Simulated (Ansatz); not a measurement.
ZrTa (Pmma), relaxed with r²SCAN (Ansatz, an electronic-structure program, plane waves, PAW): a = 4.657 Å, b = 3.570 Å, c = 4.971 Å, α = β = γ = 90.00°.

| Property | Value |
|---|---|
| ΔH_f (eV/atom) | 0.17 |
| B₀ by P(V) fit (GPa) | 122 |

Q: The same phase is relaxed and computed with PBE in the same code. What are the cell and these values now?

A: a = 4.693 Å, b = 3.558 Å, c = 4.960 Å, α = 90.00°, β = 90.00°, γ = 90.00°.

- ΔH_f (eV/atom): 0.15
- B₀ by P(V) fit (GPa): 119

Typed or built starts, not in the databases checked: ZrTa, Pmma (Ta on 2e, Zr on 2f). All cells were relaxed under the symmetry of their starts (and spin orders); stability against distortions was not tested throughout. Rows with no word on spin ran without spin polarisation. Spin–orbit coupling is left out wherever it is not named.

Potentials: the earlier of the program's two PAW sets.

Ansatz is a plane-wave DFT program.

Formation energies count from the lowest solids of the elements computed at the same level, not from gases.
